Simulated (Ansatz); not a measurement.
PbS:
```cif
data_Pb2S2
_chemical_formula_sum 'Pb2 S2'
_space_group_name_H-M_alt 'P63/mmc'
_space_group_IT_number 194
_space_group_name_Hall '-P 6c 2c'
_cell_length_a 4.02360
_cell_length_b 4.02360
_cell_length_c 7.21427
_cell_angle_alpha 90.000
_cell_angle_beta 90.000
_cell_angle_gamma 120.000
loop_
_atom_site_label
_atom_site_type_symbol
_atom_site_symmetry_multiplicity
_atom_site_Wyckoff_symbol
_atom_site_fract_x
_atom_site_fract_y
_atom_site_fract_z
_atom_site_occupancy
Pb1 Pb 2 a 0.00000 0.00000 0.00000 1
S1 S 2 d 0.66667 0.33333 0.25000 1
```

Relaxed at zero pressure with LDA in the plane-wave PAW code Ansatz.

Task: The volume is lowered by 6 % and shape and atoms relax at that volume. What pressure results, and how do the axes share the change?

Result: 4.1 GPa; a -2.8 %, b -2.8 %, c -0.5 %; the energy rises by 19 meV/atom.

Task: Give the new structure.

Result: 
Space group P6₃/mmc (No. 194); a = b = 3.9099 Å, c = 7.1816 Å, α = β = 90.00°, γ = 120.00°

```
atom  site  symmetry       x       y       z
----  ----  --------  ------  ------  ------
Pb      2a      -3m.  0.0000  0.0000  0.0000
S       2d      -6m2  0.6667  0.3333  0.2500
```

The phase is kept; no other phase was compared at this pressure.

Space group P6_3/mmc (NiAs type). The first step of the workflow began from a Materials Project structure, measured or hypothetical; the Crystallography Open Database copy checked does not list it. It is not the phase usual at ambient conditions (space group No. 225). Symmetry was held in the LDA relaxation; of distortions, only those at the zone centre were tested, and some modes there are weakly imaginary. Spin–orbit coupling is left out wherever it is not named.

Potentials: the later of the program's two PAW sets.
